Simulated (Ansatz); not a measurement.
Lu (hcp)

The computed numbers are results of r²SCAN, scalar-relativistic (no spin polarisation) in the plane-wave PAW code Ansatz at 500 eV, Γ-centred 14×14×8 mesh, 0.05 eV Gaussian smearing. The datasets are Ansatz's generated set soft_2.

Space group P6_3/mmc (No. 194). a = 3.503 Å, b = 3.503 Å, c = 5.452 Å, α = 90.00°, β = 90.00°, γ = 120.00°
| atom | site | symmetry | x | y | z |
| --- | --- | --- | --- | --- | --- |
| Lu | 2d | -6m2 | 0.3333 | 0.6667 | 0.7500 |

Cell and atoms are those of this level's equilibrium.

The run used a cell of 2 atoms; the mesh refers to it.

* Volume: 28.97 Å³/atom
* Band gap: zero (metallic)
* Density of states at the Fermi level: 1.7 states/(eV·atom)
* f electrons (orthogonalised atomic orbitals): Lu 13.99

**The experiment.** The Crystallography Open Database holds a cell as deposited of hexagonal Lu (space group P6_3/mmc), temperature not stated (1969): a, c = 3.510, 5.567 Å, 29.70 Å³/atom.

**Against experiment.** r²SCAN gives 3.503, 5.452 Å and 28.97 Å³/atom, −2.5 % in volume (−0.8 % in length) from the database's cell. The axes miss by −0.2 %, −2.1 %. The static lattice lacks zero-point motion and thermal expansion; that covers some of the miss, perhaps all. The database's entry may also be off.

These numbers lack spin–orbit coupling.
